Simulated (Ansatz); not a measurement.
SnO:
```
CELL_PARAMETERS angstrom
      3.26405     0.00000     0.00000
      0.00000     3.26405     0.00000
      0.00000     0.00000     6.34260
ATOMIC_POSITIONS crystal
  Sn 0.00000 0.50000 0.00000
  Sn 0.50000 0.00000 0.50000
  O  0.50000 0.50000 0.75000
  O  0.50000 0.50000 0.25000
```

Relaxed with PBE. Special points in fractions of this cell's reciprocal vectors: Γ (0.000, 0.000, 0.000); X (0.000, 0.500, 0.000); M (0.500, 0.500, 0.000); Z (0.000, 0.000, 0.500); R (0.000, 0.500, 0.500); A (0.500, 0.500, 0.500).

List the band energies nearest the Fermi level at these points for PBE in the plane-wave PAW code Ansatz.

In eV from the Fermi level; about four levels below and three above (degenerate sets whole), none deeper than 8.9 eV; points with the same levels are listed once.

| k | below | above |
|---|---|---|
| Γ | -3.95 -3.95 -2.95 -2.95 | 0.17 0.90 6.08 6.08 |
| X | -3.56 -2.90 -2.85 -1.81 | 0.38 4.08 5.21 |
| M | -5.03 -5.03 -3.12 -1.95 | 0.17 0.50 0.50 |
| Z | -3.27 -3.27 -2.29 -2.29 | 3.87 3.87 6.62 6.62 |
| R | -3.52 -2.90 -0.88 -0.88 | 0.11 2.22 5.44 |
| A | -5.03 -5.03 -1.11 -1.11 | 0.83 0.83 5.48 5.48 |

Space group P4_2/mmc. The cell is a constructed one: a structure type filled with these elements; neither database checked (COD, Materials Project) lists it. It is not the phase usual at ambient conditions (space group No. 129). Symmetry was held in the PBE relaxation; whether a distortion lowers the energy is not shown. A small band overlap can be real or an error of a semilocal functional. Spin–orbit coupling is left out wherever it is not named.

Potentials: the later of the program's two PAW sets.
